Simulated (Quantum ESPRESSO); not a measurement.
**Band energies of MgV2O6**

```xyz
9
Lattice="4.6466 -1.7360 0.0000 4.6466 1.7360 0.0000 -2.5776 0.0000 6.2067" Properties=species:S:1:pos:R:3 pbc="T T T"
O      6.2648     0.0000     0.3899
O      0.4507     0.0000     5.8168
O      6.9658     0.0000     4.8466
O     -0.2503     0.0000     1.3601
O      2.2239     0.0000     2.4050
O      4.4916     0.0000     3.8017
Mg    -1.2888     0.0000     3.1034
V      1.3756     0.0000     0.9532
V      5.3400     0.0000     5.2535
```

LDA (pw.x of Quantum ESPRESSO, ONCV potentials, without SOC); path ΓYFLI,I1ZF1,YX1,XΓN,MΓ; energies in eV from the valence-band maximum.

| k (1/Å) | point | band 32 | band 33 | band 34 | band 35 | band 36 | band 37 | band 38 | band 39 |
|---|---|---|---|---|---|---|---|---|---|
| 0.00 | Γ | -1.15 | -1.07 | -0.79 | -0.47 | -0.46 | 2.80 | 2.82 | 3.61 |
| 0.91 |  | -1.30 | -1.02 | -0.89 | -0.65 | -0.29 | 2.82 | 2.86 | 3.24 |
| 1.46 | Y | -1.42 | -0.93 | -0.93 | -0.36 | -0.30 | 2.74 | 3.01 | 3.23 |
| 2.03 |  | -1.40 | -0.86 | -0.83 | -0.68 | -0.39 | 2.64 | 3.03 | 3.38 |
| 3.16 | F | -1.25 | -0.97 | -0.94 | -0.58 | -0.28 | 2.77 | 2.95 | 3.20 |
| 4.24 |  | -1.46 | -0.85 | -0.84 | -0.72 | -0.35 | 2.63 | 3.02 | 3.44 |
| 5.14 | L | -1.39 | -1.07 | -0.98 | -0.65 | -0.25 | 2.84 | 2.88 | 3.19 |
| 5.37 |  | -1.28 | -1.01 | -0.77 | -0.58 | -0.31 | 2.91 | 2.92 | 3.25 |
| 5.82 | I | -0.97 | -0.76 | -0.64 | -0.56 | -0.40 | 2.68 | 2.69 | 3.08 |
| 5.82 | I1 | -0.97 | -0.76 | -0.64 | -0.56 | -0.40 | 2.68 | 2.69 | 3.08 |
| 6.39 |  | -1.17 | -1.09 | -0.62 | -0.27 | -0.15 | 2.79 | 2.84 | 3.27 |
| 6.95 | Z | -1.49 | -0.85 | -0.81 | -0.78 | -0.35 | 2.61 | 3.05 | 3.42 |
| 7.45 |  | -1.26 | -0.93 | -0.93 | -0.51 | -0.29 | 2.73 | 2.99 | 3.24 |
| 8.46 |  | -1.20 | -1.05 | -0.77 | -0.59 | -0.35 | 2.81 | 2.83 | 3.47 |
| 9.13 | F1 | -1.25 | -0.97 | -0.94 | -0.58 | -0.28 | 2.77 | 2.95 | 3.20 |
| 9.13 | Y | -1.42 | -0.93 | -0.93 | -0.36 | -0.30 | 2.74 | 3.01 | 3.23 |
| 9.45 | X1 | -1.07 | -0.80 | -0.74 | -0.24 | -0.21 | 2.94 | 3.01 | 3.29 |
| 9.45 | X | -1.07 | -0.80 | -0.74 | -0.24 | -0.21 | 2.94 | 3.01 | 3.29 |
| 10.28 |  | -1.17 | -0.95 | -0.54 | -0.49 | -0.33 | 2.71 | 2.87 | 3.33 |
| 10.94 | Γ | -1.15 | -1.07 | -0.79 | -0.47 | -0.46 | 2.80 | 2.82 | 3.61 |
| 11.27 |  | -1.24 | -1.07 | -0.65 | -0.53 | -0.24 | 2.82 | 3.04 | 3.57 |
| 12.10 | N | -1.11 | -0.88 | -0.80 | -0.58 | 0.00 | 2.64 | 2.71 | 3.00 |
| 12.10 | M | -1.16 | -0.79 | -0.54 | -0.51 | -0.30 | 2.61 | 2.69 | 3.10 |
| 13.08 | Γ | -1.15 | -1.07 | -0.79 | -0.47 | -0.46 | 2.80 | 2.82 | 3.61 |

The LDA gap is 2.55 eV; at least one edge lies off the plotted path, at a point of the SCF mesh. The smallest direct gap is 2.59 eV. Another conduction extremum on the path lies within 0.02 eV, too close to call.

The 3d shell has no Hubbard U; the runs are without spin polarisation, and magnetic order was not tried.

Geometry of the Materials Project entry, not relaxed at this level.
